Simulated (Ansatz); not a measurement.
Sc₂InC:
```
CELL_PARAMETERS angstrom
      3.31191     0.00000     0.00000
     -1.65596     2.86820     0.00000
      0.00000     0.00000    15.19924
ATOMIC_POSITIONS crystal
  Sc 0.66667 0.33333 0.58016
  Sc 0.33333 0.66667 0.41984
  Sc 0.33333 0.66667 0.08016
  Sc 0.66667 0.33333 0.91984
  In 0.66667 0.33333 0.25000
  In 0.33333 0.66667 0.75000
  C  0.00000 0.00000 0.50000
  C  0.00000 0.00000 0.00000
```

Relaxed with PBEsol. Special points in fractions of this cell's reciprocal vectors: Γ (0.000, 0.000, 0.000); M (0.500, 0.000, 0.000); K (0.333, 0.333, 0.000); A (0.000, 0.000, 0.500); L (0.500, 0.000, 0.500); H (0.333, 0.333, 0.500).

Task: List the band energies nearest the Fermi level at these points for PBEsol in the plane-wave PAW code Ansatz.

Result: In eV from the Fermi level; about four levels below and three above (degenerate sets whole), none deeper than 8.9 eV; points with the same levels are listed once.

```tsv
k	below	above
Γ	-1.14 -1.14 -1.13 -1.13 -1.02	1.55 1.91 2.11 2.11
M	-1.17 -1.16 -0.28 -0.14	0.02 0.05 2.61
K	-0.98 -0.54 -0.54 -0.37	0.01 0.01 1.03
A	-1.13 -1.13 -1.13 -1.13	1.76 1.76 2.12 2.12 2.12 2.12
L	-1.17 -1.17 -0.21 -0.21	0.05 0.05 2.85 2.85
H	-0.69 -0.69 -0.55 -0.55	0.02 0.02 1.52 1.52
```

Space group P6_3/mmc. The first step of the workflow began from a Materials Project structure, measured or hypothetical; the Crystallography Open Database copy checked does not list it. Its standing as an ambient phase is unchecked. The cell was relaxed with PBEsol under the symmetry of its start; whether a distortion lowers the energy is not shown. The run is not spin-polarised. Spin–orbit coupling is left out wherever it is not named.

Potentials: the later of the program's two PAW sets.
